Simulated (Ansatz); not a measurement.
Given:

CdTe:
```cif
data_CdTe
_chemical_formula_sum 'Cd1 Te1'
_space_group_name_H-M_alt 'P 1'
_space_group_IT_number 1
_cell_length_a 4.64151
_cell_length_b 4.64151
_cell_length_c 4.64151
_cell_angle_alpha 60.000
_cell_angle_beta 60.000
_cell_angle_gamma 60.000
loop_
_space_group_symop_operation_xyz
  'x, y, z'
loop_
_atom_site_label
_atom_site_type_symbol
_atom_site_fract_x
_atom_site_fract_y
_atom_site_fract_z
_atom_site_occupancy
Cd1 Cd 0.00000 0.00000 0.00000 1
Te1 Te 0.75000 0.75000 0.75000 1
```

This is the HSE06-relaxed structure.

Q: All from the program Ansatz at the HSE06 level (PAW), unless another level is named. Predict the band gap.

A: 1.50 eV (direct).

Q: Give the gap with spin–orbit coupling.

A: 1.20 eV (at the special points and the edges found without it).

Q: And the valence-band maximum?

A: at Γ.

Space group F-43m (zinc blende). The cell was relaxed with HSE06 under the symmetry of its start. The hybrid was solved on a coarse mesh, the path and, where they were found, the r²SCAN edge points; its band edges are the extreme levels among these. Spin–orbit coupling is left out wherever it is not named.

Potentials: the earlier of the program's two PAW sets. The files were generated under PBE; for other functionals the program regenerates the frozen cores, and for LDA and PBEsol the local potential too.
